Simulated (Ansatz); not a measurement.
Given:

Ga:
```
Ga
1.0
    2.23693    -3.79855     0.00000
    2.23693     3.79855     0.00000
    0.00000     0.00000     4.52623
Ga
4
Direct
  0.65600   0.34400   0.41535
  0.34400   0.65600   0.58465
  0.84400   0.15600   0.91535
  0.15600   0.84400   0.08465
```

This is the r²SCAN-relaxed structure.

Q: All from plane-wave PAW r²SCAN (Ansatz code), unless another level is named. Estimate the bulk modulus (Birch–Murnaghan fit).

A: 62.3 GPa.

Q: And the highest zone-centre frequency?

A: 240 cm⁻¹.

Space group Cmce (α-Ga). The r²SCAN relaxation kept the symmetry of its start; of distortions, only those at the zone centre were tested. As this level gives no gap, phonon frequencies hold no LO–TO term and depend on the k-mesh and smearing (Fermi–Dirac, 0.1 eV here).

Potentials: the earlier of the program's two PAW sets.
